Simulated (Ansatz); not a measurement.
A geometry of TiAl3 away from equilibrium: step 2 of the relaxation of a relaxed TiAl3 cell, doubled along one cell vector, shaken by Gaussian noise of σ = 0.08 Å a coordinate. These are PBEsol (plane waves to 420 eV, PAW, scalar-relativistic; Ansatz, a quantum-chemistry and plane-wave program) values and carry that method's errors. Γ-centred k-mesh 8×8×4 on the run's cell (coarser than for final values), Fermi–Dirac smearing 0.05 eV.

```
CELL_PARAMETERS angstrom
      3.93324     0.00445     0.00801
      0.00445     3.93022    -0.00378
      0.01601    -0.00756     7.87213
ATOMIC_POSITIONS crystal
  Al 0.52036 0.51773 0.99743
  Al 0.50599 0.50164 0.50019
  Al 0.00431 0.51388 0.25178
  Al 0.00414 0.51602 0.75068
  Al 0.51179 0.01901 0.24663
  Al 0.50857 0.98584 0.73938
  Ti 0.01687 0.01980 0.99700
  Ti 0.00753 0.00267 0.50004
```

### Question
Which atoms carry the largest force, and which way does it point?

### Answer
0.94 eV/Å, on Al6 (atoms numbered as listed); on Al6 its components are (-0.02, 0.74, 0.59).

### Question
What is the pressure?

### Answer
+1.7 GPa, compression positive.

### Question
How much energy per atom can still be gained by relaxing?

### Answer
0.01 eV/atom; the path ends in Pm-3m (No. 221) (Cu3Au type).

No spin polarisation in the result.

The first start was generated by placing the elements on the sites of a structure type. Materials Project lists a structure of TiAl3 in the same space group, Pm-3m (No. 221); the sites were not compared with it, nor with measured phases. Known forms of TiAl3 include space group No. 139.
